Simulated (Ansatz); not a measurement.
## From the elastic tensor of FeNi to moduli and sound speeds

These are results of DFT LDA, scalar-relativistic, plane waves, PAW in Ansatz, not measurements. Settings: 420 eV plane-wave cutoff, Γ-centred 18×18×12 mesh, Gaussian smearing of 0.20 eV. Collinear spin, site moments 2.3, 0.7 μB.

Symmetry: P4/mmm, No. 123, tetragonal system. Conventional cell: a = 2.427 Å, b = 2.427 Å, c = 3.505 Å, α = 90.00°, β = 90.00°, γ = 90.00°. Fe (site symmetry 4/mmm) has 4 Fe at 2.43 Å and 8 Ni at 2.45 Å as nearest neighbours. Ni (site symmetry 4/mmm) is surrounded by 4 Ni at 2.43 Å and 8 Fe at 2.45 Å.

In a metal, frequencies and elastic constants depend on the k mesh and the smearing, soft modes and shear constants most.

Relaxed-ion constants (GPa, on the Cartesian axes of the calculation):
```
434.4  58.0 184.8   0.0   0.0   0.0
 58.0 434.4 184.8   0.0   0.0   0.0
184.8 184.8 376.0   0.0   0.0   0.0
  0.0   0.0   0.0 160.3   0.0   0.0
  0.0   0.0   0.0   0.0 160.3   0.0
  0.0   0.0   0.0   0.0   0.0  50.2
```

Density 9.211 g/cm³; 2 atoms in 20.65 Å³.

The values that follow are for a polycrystal of randomly turned grains, by Hill's mean where one number stands. In a crystal this anisotropic the Voigt and Reuss bounds lie far apart, so Hill's mean and the sound speeds and Debye temperature from it are rough.

With S = C⁻¹: B_V = (C11+C22+C33+2(C12+C13+C23))/9, G_V = (C11+C22+C33−C12−C13−C23+3(C44+C55+C66))/15, 1/B_R = S11+S22+S33+2(S12+S13+S23), 15/G_R = 4(S11+S22+S33−S12−S13−S23)+3(S44+S55+S66); Hill is their mean. Then v_l = √((B+4G/3)/ρ), v_t = √(G/ρ), v_m = [(2/v_t³+1/v_l³)/3]^(−1/3) and Θ = (ħ/k_B)·v_m·(6π²n/V)^(1/3) for n atoms in the volume V; E = 9BG/(3B+G), ν = (3B−2G)/(2(3B+G)) and A^U = 5G_V/G_R + B_V/B_R − 6.

| Quantity | Value |
| --- | --- |
| Bulk modulus, Voigt / Reuss / Hill | 233.3 / 231.3 / 232.3 GPa |
| Shear modulus, Voigt / Reuss / Hill | 128.6 / 100.6 / 114.6 GPa |
| Young's modulus | 295 GPa |
| Poisson ratio | 0.288 |
| Pugh ratio B/G | 2.03 (over 1.75, the rule of thumb for ductile) |
| Universal anisotropy index | 1.40 |
| Longitudinal and transverse sound speeds | 6466 and 3528 m/s |
| Debye temperature from the mean sound speed | 538 K |

Cost: 1 run of about 5.8 core-minutes, on Intel Xeon 6975P-C (Granite Rapids) (shared hosts).